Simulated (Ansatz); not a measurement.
Cs3Sb2I9, in the lowest of the structures calculated here: P-3m1 (No. 164), hP14; a = 8.5454 Å, b = 8.5454 Å, c = 10.5069 Å, α = 90.00°, β = 90.00°, γ = 120.00°; Cs 1a (0.000, 0.000, 0.000); Cs 2d (0.333, 0.667, 0.328); Sb 2d (0.667, 0.333, 0.187); I 3e (0.000, 0.500, 0.000); I 6i (0.337, 0.169, 0.336). These are r2SCAN (plane waves to 500 eV, PAW, scalar-relativistic; Ansatz, an electronic-structure program) values and carry that method's errors. Element references, the lowest calculated here: Sb (R-3m), Cs (Im-3m), I (Cmce).

Total energies (eV/atom, σ → 0; comparable only within this code, potentials and settings):

| phase | E (eV/atom) |
|---|---|
| Cs3Sb2I9 (P-3m1) | -6987.341 |
| Sb (R-3m) | -6499.126 |
| Cs (Im-3m) | -5685.926 |
| I (Cmce) | -7528.023 |
| CsI (Pm-3m) | -6608.754 |

**Question.** What is the formation energy of this P-3m1 form of Cs3Sb2I9 from the elements?

**Answer.** E_f = -6987.341 − [3 × (-5685.926) + 2 × (-6499.126) + 9 × (-7528.023)] / 14 = -1.04 eV/atom (-14.5 eV per formula unit).

Static energies, no anion corrections, no zero-point energy. Values are rounded to 0.01 eV/atom. Spin-orbit coupling is missing from these energies, which matters for elements this heavy. The compounds carry no spin polarisation.
